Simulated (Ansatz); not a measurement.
SiC:
```xyz
8
Lattice="3.0780 0.0000 0.0000 -1.5390 2.6657 0.0000 0.0000 0.0000 10.0761" Properties=species:S:1:pos:R:3 pbc="T T T"
Si     0.0000     0.0000     0.0032
Si     0.0000     0.0000     5.0412
Si     1.5390     0.8886     7.5595
Si     0.0000     1.7771     2.5215
C      0.0000     0.0000     8.1904
C      0.0000     0.0000     3.1524
C      1.5390     0.8886     5.6649
C      0.0000     1.7771     0.6269
```

Cartesian axes are those of the cell as given.

Give the high-frequency dielectric tensor and the Born effective charge tensors of the independent atoms from DFPT, DFT-PBEsol in the program Ansatz with PAW potentials.


ε∞:
```
7.09  0.00  0.00
0.00  7.09  0.00
0.00  0.00  7.40
```
Z* of atom 1 (Si), rows: field, columns: displacement, in e:
```
2.70  0.00  0.00
0.00  2.70  0.00
0.00  0.00  2.94
```
Z* of atom 3 (Si), rows: field, columns: displacement, in e:
```
2.69  0.00  0.00
0.00  2.69  0.00
0.00  0.00  2.65
```
Z* of atom 5 (C), rows: field, columns: displacement, in e:
```
-2.68   0.00   0.00
 0.00  -2.68   0.00
 0.00   0.00  -2.83
```
Z* of atom 7 (C), rows: field, columns: displacement, in e:
```
-2.72   0.00   0.00
 0.00  -2.72   0.00
 0.00   0.00  -2.76
```

Space group P6_3mc (4H polytype). Symmetry was held in the PBEsol relaxation.

Potentials: the later of the program's two PAW sets.
